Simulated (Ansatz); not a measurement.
Polymorphs of CuI, each relaxed with plane-wave PAW LDA (Ansatz code):

A: P4/nmm
a = b = 3.958 Å, c = 6.180 Å, α = β = γ = 90.00°

```json
[
 {"atom": "Cu", "site": "2b", "symmetry": "-4m2", "x": "0.5000", "y": "0.5000", "z": "0.5000"},
 {"atom": "I", "site": "2c", "symmetry": "4mm", "x": "0.0000", "y": "0.5000", "z": "0.2291"}
]
```

B: zinc blende (F-43m)
a = b = c = 5.8612 Å, α = β = γ = 90.00°

```csv
atom,site,symmetry,x,y,z
Cu,4c,-43m,0.2500,0.2500,0.2500
I,4a,-43m,0.0000,0.0000,0.0000
```

Order them by energy per atom at 0 K (lowest first) at the level LDA.

B (+0 meV/atom), A (+10 meV/atom)

Give each one's gap.

A 1.49 eV; B 1.23 eV.

Built on a structure type that need not be the filed one of that space group: A. Not the usual ambient phase: A. Weakly bound layers, chains or molecules computed without a dispersion correction, so cells and soft constants are ill determined: A. All cells were relaxed under the symmetry of their starts (and spin orders); stability against distortions was not tested throughout. Named crystals with no word on spin ran without spin polarisation. Scalar-relativistic: spin–orbit coupling is off unless named, which matters more the heavier the elements.

Energies hold the estimated change up to a 700 eV cutoff; steps of a few meV lie near the error of the meshes.

Potentials: the earlier of the program's two PAW sets. The files were generated under PBE; for other functionals the program regenerates the frozen cores, and for LDA and PBEsol the local potential too.
